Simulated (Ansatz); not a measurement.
**CsHgCl3 (cubic perovskite), energy over volume and axial ratio**

CsHgCl3 (cubic perovskite)

Space group Pm-3m (No. 221); a = b = c = 5.3251 Å, α = β = γ = 90.00°

| atom | site | symmetry | x | y | z |
|---|---|---|---|---|---|
| Cs | 1a | m-3m | 0.0000 | 0.0000 | 0.0000 |
| Hg | 1b | m-3m | 0.5000 | 0.5000 | 0.5000 |
| Cl | 3c | 4/mm.m | 0.0000 | 0.5000 | 0.5000 |

The relaxed cell is deformed in two ways at once: its volume V is scaled, and at that volume it is stretched along z (the c axis of the conventional cell) so that c/a changes. Fractional atomic positions are held.

Method: r2SCAN (plane waves to 500 eV, PAW, scalar-relativistic; Ansatz, a first-principles code). k mesh 9×9×9 (Γ-centred), Fermi-Dirac smearing 0.05 eV. The energy includes the smearing's −TS. Compression counts positive. With partly filled bands, the response to shear is sensitive to the k mesh, so small differences along c/a are uncertain. At this level the bands of CsHgCl3 touch or barely overlap. CsHgCl3 was relaxed with its symmetry unable to fall. Spin-orbit coupling is left out, though Hg is heavy. The zero of ΔE is the relaxed starting cell.

ΔE (meV/atom), with V/V₀ across and (c/a)/(c/a)₀ down:

| (c/a)/(c/a)₀ \ V/V₀ | 0.920 | 0.947 | 0.973 | 1.000 | 1.027 | 1.053 | 1.080 |
|---|---|---|---|---|---|---|---|
| 0.960 | 29 | 14 | 6 | 3 | 5 | 11 | 20 |
| 0.973 | 26 | 12 | 4 | 1 | 3 | 9 | 19 |
| 0.987 | 25 | 11 | 3 | 0 | 3 | 9 | 18 |
| 1.000 | 24 | 10 | 2 | 0 | 2 | 8 | 18 |
| 1.013 | 25 | 11 | 3 | 0 | 2 | 9 | 18 |
| 1.027 | 26 | 12 | 4 | 1 | 3 | 9 | 18 |
| 1.040 | 28 | 14 | 6 | 3 | 5 | 11 | 20 |

σzz − σxx (GPa), with V/V₀ across and (c/a)/(c/a)₀ down:

```
(c/a)/(c/a)₀ \ V/V₀  0.920  0.947  0.973  1.000  1.027  1.053  1.080
-------------------  -----  -----  -----  -----  -----  -----  -----
0.960                  2.1    1.8    1.6    1.3    1.2    1.0    0.9
0.973                  1.3    1.2    1.0    0.9    0.8    0.6    0.6
0.987                  0.7    0.6    0.5    0.4    0.4    0.3    0.3
1.000                  0.0    0.0    0.0    0.0    0.0    0.0    0.0
1.013                 -0.6   -0.6   -0.5   -0.4   -0.4   -0.3   -0.3
1.027                 -1.3   -1.1   -0.9   -0.8   -0.7   -0.6   -0.5
1.040                 -1.9   -1.6   -1.4   -1.2   -1.0   -0.9   -0.7
```

Key numbers:

```
Property                                                                                         Result
-----------------------------------------------------  ------------------------------------------------
Shear modulus C′ = (C11 − C12)/2 (fit, atoms clamped)                                            16 GPa
Lowest place on the grid                                V/V₀ = 1.000, (c/a)/(c/a)₀ = 1.000 (0 meV/atom)
Highest place on the grid                              V/V₀ = 0.920, (c/a)/(c/a)₀ = 0.960 (29 meV/atom)
```

(Under strain, the slope of the energy per volume gives the stress and its curvature an elastic modulus.)
